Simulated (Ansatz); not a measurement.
PbSe:
```yaml
crystal:
  lattice:
    - [2.14531, -6.05178, 0.00000]
    - [2.14531, 6.05178, 0.00000]
    - [0.00000, 0.00000, 4.44138]
  atoms:
    - { symbol: Pb, position: [0.63002, 0.36998, 0.75000] }
    - { symbol: Pb, position: [0.36998, 0.63002, 0.25000] }
    - { symbol: Se, position: [0.86196, 0.13804, 0.75000] }
    - { symbol: Se, position: [0.13804, 0.86196, 0.25000] }
```

Relaxed with r²SCAN+D4. Special points in fractions of this cell's reciprocal vectors: Γ (0.000, 0.000, 0.000); Y (-0.500, 0.500, 0.000); C0 (-0.281, 0.719, 0.000); Σ0 (0.281, 0.281, 0.000); Z (0.000, 0.000, 0.500); A0 (0.281, 0.281, 0.500); E0 (-0.281, 0.719, 0.500); T (-0.500, 0.500, 0.500); S (0.000, 0.500, 0.000); R (0.000, 0.500, 0.500).

Task: List the band energies nearest the valence-band maximum at these points for the program Ansatz at the r²SCAN+D4 with spin–orbit coupling level (PAW).

Result: In eV from the valence-band maximum; about four levels below and three above (degenerate sets whole), none deeper than 8.9 eV; points with the same levels are listed once.

```tsv
k	below	above
Γ	-1.46 -1.46 -0.59 -0.59	3.72 3.72 4.27 4.27
Y	-1.33 -1.33 -0.72 -0.72	1.05 1.05 4.13 4.13
C0	-0.66 -0.66 -0.48 -0.48	0.75 0.75 1.81 1.81
Z	-0.16 -0.16 -0.16 -0.16	1.32 1.32 1.32 1.32
A0	-1.55 -1.55 -1.54 -1.54	2.96 2.96 3.27 3.27
T	-0.52 -0.52 -0.52 -0.52	1.30 1.30 1.30 1.30
S	-0.63 -0.63 -0.36 -0.36	1.20 1.20 1.38 1.38
R	-1.50 -1.50 -1.50 -1.50	3.20 3.20 3.20 3.20
```

Space group Cmcm. The first step of the workflow began from a Materials Project structure, measured or hypothetical; the Crystallography Open Database copy checked does not list it. It is not the phase usual at ambient conditions (space group No. 225). Symmetry was held in the r²SCAN+D4 relaxation; its stability against distortions is not shown here.

Potentials: the later of the program's two PAW sets.
